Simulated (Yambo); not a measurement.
A G0W0@PBEsol run in Yambo for KAuF4 (space group I4/mcm, No. 140) (2×2×2 Γ-centred k mesh, bands 9 to 315 and a 7 Ry block in the screening, 315 bands in G with the Bruneval-Gonze terminator, plasmon pole fitted at 27.2 eV) gives these matrix elements, in eV, at the band edges (X → X):

```
state               E0    <Vxc>     <Σx>  <Σc(E0)>      Z
---------------  -----  -------  -------  --------  -----
valence edge     0.000  -23.406  -30.188     4.522  0.821
conduction edge  2.319  -23.367  -18.898    -1.872  0.834
```

Q: Solve the linearised quasiparticle equation for both states, give the gap, and say how exchange and correlation each act on it.

A: E = E0 + Z(Σx + Σc − Vxc). Valence: 0.000 + 0.821 × (-30.188 + (4.522) − (-23.406)) = -1.85 eV. Conduction: 2.319 + 0.834 × (-18.898 + (-1.872) − (-23.367)) = 4.49 eV. The gap is 6.34 eV, against 2.32 eV in PBEsol. Replacing Vxc by bare exchange alone would open it by 11.25 eV; correlation takes back 6.39 eV of that, and Z scales what is left. Nearest settings tried, and what they do to the gap: 159 bands in W: +40 meV; 6 Ry block (349 vectors against 445): +10 meV. Not varied: bands in G, mesh. So the settings aren't converged at that level. The k mesh is coarse. Without spin-orbit coupling, band edges of such heavy elements can be off by tenths of an eV.

Geometry of the Materials Project entry, not relaxed at this level; primitive cell a = 7.0789 Å, b = 7.0789 Å, c = 7.0789 Å, α = 129.81°, β = 129.81°, γ = 73.72°.
